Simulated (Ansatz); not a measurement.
# Notes on Ti₂Tl₃

```
Tl Ti
1.0
    -2.08320    3.45385    4.31548
     4.16641    0.00000    0.00000
     2.08320    3.45385   -4.31548
Tl Ti
3 2
Direct
  0.00000 0.00000 0.00000
  0.70320 0.50000 0.70320
  0.29680 0.50000 0.29680
  0.72450 0.22450 0.27550
  0.27550 0.77550 0.72450
```

Method: r2SCAN, no spin polarisation; PAW, plane waves to 500 eV, 8×8×8 Γ-centred mesh, gaussian occupations (width 0.0933 eV) (Ansatz 0.2.0), atoms fixed.

(1) What happens at the Fermi level?

(2) What do density and ELF say about some of the short contacts?

(3) Is it stable against the elements?

(4) Are the atoms at rest?

Origin: a known structure type with other elements, at an estimated volume, so it need not be a known compound.

Answers

(1) It is a metal, with about 5.1 states/eV a cell as the mean within 0.25 eV of the Fermi level, mostly Ti d (82 %) and Tl p (13 %).

(2) Tl–Tl at 2.81 Å: least valence density 0.31 e/Å³ and ELF 0.23 there. Tl–Ti at 3.14 Å: least valence density 0.16 e/Å³ and ELF 0.27 there. Both are smooth PAW fields, read partly inside the augmentation spheres.

(3) 0.54 eV an atom against the elements' usual phases (free molecules for gases, crystals otherwise, with no correction for O₂ or N₂), so at this geometry it isn't bound against them. Relaxing would lower it.

(4) Nearly at rest: the largest force is 0.018 eV/Å.
